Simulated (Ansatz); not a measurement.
ZrC (rock salt)

```xyz
4
Lattice="0.0000 4.7087 4.7087 2.3544 2.3544 4.7087 2.3544 2.3544 0.0000" Properties=species:S:1:pos:R:3 pbc="T T T"
C      0.0000     0.0000     0.0000
C      2.3544     4.7087     7.0631
Zr     2.3544     7.0631     7.0631
Zr     2.3544     4.7087     4.7087
```

The atoms are displaced by Q × the pattern below (from a DFPT mode at X = (0.5, 0.5, 0.0), largest move 1; Q in Å), at fixed cell. (q is in reciprocal vectors of the primitive cell; the cell shown is doubled to hold the pattern.)

```csv
atom,x,y,z
C1,0.000,0.000,1.000
C2,0.000,0.000,-1.000
Zr3,0.000,0.000,0.018
Zr4,0.000,0.000,-0.018
```

The numbers are results of PBE (plane waves to 420 eV, PAW, scalar-relativistic; Ansatz, a first-principles code), not measurements. k mesh 17×17×17 (Γ-centred), Fermi-Dirac smearing 0.05 eV. The energy includes the smearing's −TS. Stress and pressure are positive under compression. With partly filled bands, energies and forces of such displacements shift with the k mesh and the smearing. ZrC is run without spin polarisation. ZrC was relaxed with its symmetry unable to fall. ΔE is measured from the undisplaced structure.

```csv
Q (Å),ΔE (meV/cell),P (GPa)
-0.180,[?],2.4
-0.150,286,1.6
-0.120,[?],1.0
-0.090,102,0.6
-0.060,[?],0.3
-0.030,[?],0.1
0.000,0,0.0
0.030,[?],0.1
0.060,[?],0.3
0.090,102,0.6
0.120,[?],1.0
0.150,286,1.6
0.180,[?],2.4
```

Fill in the missing entries.


- -0.180, ΔE (meV/cell): 415
- -0.120, ΔE (meV/cell): 182
- -0.060, ΔE (meV/cell): 45
- -0.030, ΔE (meV/cell): 11
- 0.030, ΔE (meV/cell): 11
- 0.060, ΔE (meV/cell): 45
- 0.120, ΔE (meV/cell): 182
- 0.180, ΔE (meV/cell): 415

(For displaced atoms, the force is minus the slope of the energy, and its curvature is a force constant, which sets phonon frequencies.)
